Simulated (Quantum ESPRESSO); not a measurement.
pw.x input (Quantum ESPRESSO 7.5; LDA, PseudoDojo standard norm-conserving files, scalar-relativistic):

```
&CONTROL
  calculation = 'scf'
  pseudo_dir = './pseudo'
  outdir = './out'
  tprnfor = .true.
  tstress = .true.
/
&SYSTEM
  ibrav = 0
  nat = 10
  ntyp = 4
  ecutwfc = 88.0
  ecutrho = 352.0
  occupations = 'smearing'
  smearing = 'fd'
  degauss = 0.002
  nbnd = 48
/
&ELECTRONS
  conv_thr = 1e-09
/
ATOMIC_SPECIES
O 15.9990 O.upf
F 18.9984 F.upf
Na 22.9898 Na.upf
Mo 95.9500 Mo.upf
CELL_PARAMETERS angstrom
  2.783469900000   1.607037096000   4.835397000000
 -2.783469900000   1.607037096000   4.835397000000
  0.000000000000  -3.214074192000   4.835397000000
ATOMIC_POSITIONS crystal
O   0.688680000000   0.906020000000   0.254660000000
O   0.254660000000   0.688680000000   0.906020000000
O   0.906020000000   0.254660000000   0.688680000000
F   0.359790000000   0.128800000000   0.824070000000
F   0.824070000000   0.359790000000   0.128800000000
F   0.128800000000   0.824070000000   0.359790000000
Na   0.226020000000   0.226020000000   0.226020000000
Na   0.509923000000   0.509923000000   0.509923000000
Na   0.727627000000   0.727627000000   0.727627000000
Mo   0.000220000000   0.000220000000   0.000220000000
K_POINTS automatic
6 6 6 0 0 0
```

End of the output:

```

[...]
     the Fermi energy is     5.7984 ev
!    total energy              =    -661.73725588 Ry
     estimated scf accuracy    <          8.7E-11 Ry
     smearing contrib. (-TS)   =      -0.00000000 Ry
     internal energy E=F+TS    =    -661.73725588 Ry
     The total energy is F=E-TS. E is the sum of the following terms:
     one-electron contribution =    -361.32794390 Ry
     hartree contribution      =     212.17212329 Ry
     xc contribution           =    -117.65970401 Ry
     ewald contribution        =    -394.92173126 Ry
     convergence has been achieved in  11 iterations
     Forces acting on atoms (cartesian axes, Ry/au):
     atom    1 type  1   force =     0.00100484    0.00145986    0.00148821
     atom    2 type  1   force =    -0.00176670    0.00014029    0.00148821
     atom    3 type  1   force =     0.00076185   -0.00160015    0.00148821
     atom    4 type  2   force =    -0.00346507   -0.00914263   -0.00749869
     atom    5 type  2   force =     0.00965028    0.00157048   -0.00749869
     atom    6 type  2   force =    -0.00618521    0.00757215   -0.00749869
     atom    7 type  3   force =     0.00000000    0.00000000   -0.00188307
     atom    8 type  3   force =     0.00000000    0.00000000   -0.00069693
     atom    9 type  3   force =     0.00000000    0.00000000   -0.00053197
     atom   10 type  4   force =     0.00000000    0.00000000    0.02114341
     Total force =     0.030379     Total SCF correction =     0.000034
     Computing stress (Cartesian axis) and pressure
          total   stress  (Ry/bohr**3)                   (kbar)     P=      -30.69
  -0.00020262   0.00000000   0.00000000          -29.81        0.00        0.00
  -0.00000000  -0.00020262  -0.00000000           -0.00      -29.81       -0.00
   0.00000000  -0.00000000  -0.00022067            0.00       -0.00      -32.46
```
In a gapped system the printed Fermi energy is only some level inside the gap.

Spin-orbit coupling is not included.

Geometry of the Materials Project entry, not relaxed at this level.
